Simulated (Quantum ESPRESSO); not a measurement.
Simulation results for Mg$_{4}$S$_{3}$O (made-up cell)

Computed with Quantum ESPRESSO 7.5. Calculation on a made-up crystal cell, not a measurement: periodic Kohn-Sham density functional theory in plane waves with PseudoDojo standard norm-conserving scalar-relativistic pseudopotentials, each functional with its own files (v0.5 for PBE, v0.4.1 for LDA and PBEsol), no spin polarisation, no spin-orbit coupling, atoms not relaxed, stress positive in tension, energies less a fixed whole-eV offset for each atom's element; levels are Kohn-Sham levels at fractions of this cell's reciprocal vectors, counted from the reference band (half the neutral cell's valence electrons, rounded up) at Gamma; error bars cover cutoff and k-mesh only, not smearing or the files; added strain carries the atoms with the cell, and shear is the tensor component; each bar is the largest change over components, and at least 0.002 eV, 0.002 eV per angstrom or 0.02 GPa; energies are for the whole cell, and the offsets were chosen from early runs and are not element reference energies.

Common to all runs: lattice type zincblende/diamond; functional pbe; cutoff 1143 eV; fermi dirac smearing 0.025 eV; scf tolerance 1e-07 eV; electrons removed 0; k mesh 4 x 4 x 4, shifted by half a step.

(1) Mg$_{4}$S$_{3}$O (made-up cell)

```
cell vectors (Å)
   5.7162     0.0000     0.0000
   0.0000     5.7162     0.0000
   0.0000     0.0000     5.7162
atoms (fractions of the cell vectors)
Mg -0.00525  0.00257 -0.00059
Mg -0.01205  0.50098  0.49181
Mg  0.49778  0.00630  0.50855
Mg  0.50159  0.50341 -0.00556
O   0.24558  0.24585  0.24847
S   0.23916  0.75241  0.75492
S   0.75340  0.24877  0.73967
S   0.74424  0.74920  0.24726
```

Results for Mg$_{4}$S$_{3}$O (made-up cell): free energy less offsets 3.637 eV; smearing term minus ts 0 eV; scf iterations 11; pressure -5.24 GPa; stress xx 5.343 GPa; stress yy 5.119 GPa; stress zz 5.258 GPa; stress yz 0.1621 GPa; stress xz -0.07488 GPa; stress xy -0.1524 GPa; reference band 32; error bar energy 0.00225 eV; error bar stress 0.02 GPa; error bar force 0.005036 eV/Å; error bar next band up 0.002 eV; error bars from tighter rerun of a related cell.

Atoms:
| atoms element | atom site | atom energy offset (eV) |
| --- | --- | --- |
| Mg | 1 | -1617 |
| Mg | 2 | -1617 |
| Mg | 3 | -1617 |
| Mg | 4 | -1617 |
| O | 5 | -452 |
| S | 6 | -302 |
| S | 7 | -302 |
| S | 8 | -302 |

Forces:
| site | x (eV/Å) | y (eV/Å) | z (eV/Å) |
| --- | --- | --- | --- |
| 1 | 0.9942 | 0.8965 | 1.058 |
| 2 | 1.302 | -0.7673 | -0.7909 |
| 3 | -1.146 | 0.5097 | -1.19 |
| 4 | -0.9785 | -0.9361 | 0.764 |
| 5 | -0.06725 | 0.05031 | 0.005161 |
| 6 | 0.1886 | -0.1527 | -0.2875 |
| 7 | -0.1684 | 0.1642 | 0.3999 |
| 8 | -0.124 | 0.2354 | 0.04079 |

Levels:
| level k point | next band up (eV) |
| --- | --- |
| Gamma | 2.144 |
| (1/2,1/2,1/2) | 3.508 |
| (0.15,0,0) | 2.484 |
| (0,0.15,0) | 2.491 |
| (0,0,0.15) | 2.488 |

(2) Mg$_{4}$S$_{3}$O (made-up cell)

```
cell vectors (Å)
   5.7162     0.0000     0.0000
   0.0000     5.7162     0.0000
   0.0000     0.0000     5.7162
atoms (fractions of the cell vectors)
Mg -0.00525  0.00257 -0.00059
Mg -0.01205  0.50098  0.49181
Mg  0.49778  0.00630  0.50855
Mg  0.50159  0.50341 -0.00556
S   0.24558  0.24585  0.24847
O   0.23916  0.75241  0.75492
S   0.75340  0.24877  0.73967
S   0.74424  0.74920  0.24726
```

Atoms:
| atoms element | atom site | atom energy offset (eV) |
| --- | --- | --- |
| Mg | 1 | -1617 |
| Mg | 2 | -1617 |
| Mg | 3 | -1617 |
| Mg | 4 | -1617 |
| S | 5 | -302 |
| O | 6 | -452 |
| S | 7 | -302 |
| S | 8 | -302 |

## Withheld values
1. Give the missing stress yy for Mg$_{4}$S$_{3}$O (made-up cell) (entry 2).
2. Mg$_{4}$S$_{3}$O (made-up cell) (entry 2): pressure?

## Answers
1. 5.26 GPa
2. -5.28 GPa

Further results for Mg$_{4}$S$_{3}$O (made-up cell) (entry 2):

| Item | Value |
| --- | --- |
| free energy less offsets | 3.616 eV |
| smearing term minus ts | 0 eV |
| scf iterations | 11 |
| stress xx | 5.396 GPa |
| stress zz | 5.184 GPa |
| stress yz | 0.1624 GPa |
| stress xz | -0.5898 GPa |
| stress xy | -0.5499 GPa |
| reference band | 32 |
| error bar energy | 0.00225 eV |
| error bar stress | 0.02 GPa |
| error bar force | 0.005036 eV/Å |
| error bar next band up | 0.002 eV |
| error bars from | tighter rerun of a related cell |

Forces:
| site | x (eV/Å) | y (eV/Å) | z (eV/Å) |
| --- | --- | --- | --- |
| 1 | 1.015 | -1.073 | -0.9105 |
| 2 | 1.192 | 0.8194 | 0.7913 |
| 3 | -1.094 | -1.139 | 0.5035 |
| 4 | -1.162 | 0.6804 | -0.8136 |
| 5 | 0.149 | 0.2457 | -0.01191 |
| 6 | 0.1841 | 0.06767 | -0.007075 |
| 7 | -0.1652 | 0.1611 | 0.4126 |
| 8 | -0.1205 | 0.2377 | 0.03557 |

Levels:
| level k point | next band up (eV) |
| --- | --- |
| Gamma | 2.149 |
| (1/2,1/2,1/2) | 3.505 |
| (0.15,0,0) | 2.488 |
| (0,0.15,0) | 2.492 |
| (0,0,0.15) | 2.496 |
